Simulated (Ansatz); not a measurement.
Calculated ⁴⁹Ti NMR of the central transition for TiO2

Cell: a computed structure from the Materials Project (it need not be an observed phase) whose atoms were relaxed with r2SCAN, the cell held.

Space group P4_2/mnm (No. 136); a = 4.5998, c = 2.9592 Å.

```
site  Wyckoff  site symmetry       x       y       z
  Ti       2b           m.mm  0.5000  0.5000  0.0000
   O       4g           m.2m  0.6953  0.6953  0.5000
```

One atom of each set is listed.

All values are calculated (Ansatz; DFT, r2SCAN, plane waves and PAW, scalar-relativistic, 500 eV cutoff, Γ-centred 7×7×11 k-points, Fermi–Dirac smearing 0.01 eV), not measured.

⁴⁹Ti has I = 7/2 and Q = 247.0 mb (Pyykkö 2018); at 7.05 T its Larmor frequency is ν₀ = 17.0 MHz. Only the quadrupole interaction is simulated: positions count from each site's isotropic chemical shift, and shift anisotropy, dipolar and J coupling are left out.

**Question.** Give C_Q, η, the quadrupolar product P_Q = |C_Q|(1 + η²/3)^½, the second-order isotropic shift and the breadth of the pattern (static powder) for each Ti site.

**Answer.** 

```csv
site,first shell,C_Q (MHz),η,P_Q (MHz),δ_QIS (ppm),breadth (kHz)
Ti,6 O at 1.95–1.98 Å,-13.4,0.29,13.6,-1645,178
```

δ_QIS = −(ν_Q²/30ν₀²)[I(I+1) − 3/4](1 + η²/3) × 10⁶ ppm with ν_Q = 3|C_Q|/[2I(2I−1)]; it falls as 1/B₀² in ppm, and the breadth as 1/B₀ in kHz.

The relaxation (3 steps) took 44 s of wall time (44 s of CPU time) and 0.6 GiB at its peak, on 1 thread of Arm Neoverse V2 (aarch64; 8 cores open to the job, memory cap 3.0 GiB, no GPU), a shared host with a load of 0.6 a core.
